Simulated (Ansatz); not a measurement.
Given:

GaAs (CsCl type, Pm-3m), a = b = c = 3.312 Å, α = β = γ = 90.00°.

This is the PBEsol-relaxed structure.

All from DFT-PBEsol in the program Ansatz with PAW potentials, unless another level is named. Give the electronic character.

metallic (no gap).

Give the formation energy from the elements (no fitted shifts).

0.16 eV/atom.

And the density of states at the Fermi level?

0.51 states/eV per atom (mean over ±0.08 eV).

Give the gap with spin–orbit coupling.

none (metallic).

A made-up cell: these elements were put on the sites of a structure type; neither database checked (COD, Materials Project) lists it. It is not the phase usual at ambient conditions (space group No. 216). The cell was relaxed with PBEsol under the symmetry of its start. At this level the phase is mechanically unstable. The references are the lowest solids computed at this level, not always the standard phases. Scalar-relativistic: spin–orbit coupling is off unless named, which matters more the heavier the elements.

Potentials: the later of the program's two PAW sets.
